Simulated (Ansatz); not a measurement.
Data sheet: TiO2 (DFT)

TiO2:
```
CELL_PARAMETERS angstrom
      5.11953     0.00000     0.00000
      0.00000     9.16718     0.00000
      0.00000     0.00000     5.43913
ATOMIC_POSITIONS crystal
  Ti 0.13807 0.12890 0.90463
  Ti 0.63807 0.37110 0.09537
  Ti 0.86193 0.62890 0.59537
  Ti 0.36193 0.87110 0.40463
  Ti 0.86193 0.87110 0.09537
  Ti 0.36193 0.62890 0.90463
  Ti 0.13807 0.37110 0.40463
  Ti 0.63807 0.12890 0.59537
  O  0.81577 0.01029 0.85155
  O  0.31577 0.48971 0.14845
  O  0.18423 0.51029 0.64845
  O  0.68423 0.98971 0.35155
  O  0.18423 0.98971 0.14845
  O  0.68423 0.51029 0.85155
  O  0.81577 0.48971 0.35155
  O  0.31577 0.01029 0.64845
  O  0.46465 0.22999 0.89084
  O  0.96465 0.27001 0.10916
  O  0.53535 0.72999 0.60916
  O  0.03535 0.77001 0.39084
  O  0.53535 0.77001 0.10916
  O  0.03535 0.72999 0.89084
  O  0.46465 0.27001 0.39084
  O  0.96465 0.22999 0.60916
```

Space group Pbca (No. 61); conventional cell a = 5.120 Å, b = 9.167 Å, c = 5.439 Å, α = 90.00°, β = 90.00°, γ = 90.00°.

Method: plane-wave PAW PBEsol (Ansatz code). Structure relaxed to zero pressure with the same functional. Other levels are named where they apply.

Cell and energy:

```yaml
volume_per_atom: 10.64 Å³
density: 4.16 g/cm³
Formation energy from the elements (no fitted shifts): -297 kJ/mol of atoms
```

Electronic structure:

```yaml
band_gap: 2.34 eV (direct)
valence_band_maximum: at Γ
conduction_band_minimum: at Γ
electron_effective_mass: 0.57, 5.1, 9.8 mₑ (principal values)
hole_effective_mass: 1.4, 1.4, 1.6 mₑ (principal values)
HSE06 gap on the PBEsol cell: 3.88 eV
```

Mechanics:

```yaml
Bulk modulus (Birch–Murnaghan fit): 196 GPa
Pressure derivative B′: 4.7
Elastic constants (relaxed ions, GPa): C11 = 304, C22 = 302, C33 = 316, C12 = 174, C13 = 152, C23 = 166, C44 = 85.9, C55 = 104, C66 = 99.7
mechanical_stability: stable (all eigenvalues of C positive)
hill_bulk_and_shear_moduli: 212 and 85.3 GPa
Young's modulus: 226 GPa
Poisson's ratio: 0.32
debye_temperature_from_the_elastic_constants: 687 K
```

Phonons:

```yaml
Highest zone-centre frequency (without LO–TO term): 104.6 meV
zone_centre_stability: no imaginary mode at Γ
```

The PBEsol relaxation kept the symmetry of its start. The run is not spin-polarised. The references are the lowest solids computed at this level, not always the standard phases (solids in place of the gases).

Potentials: the later of the program's two PAW sets.
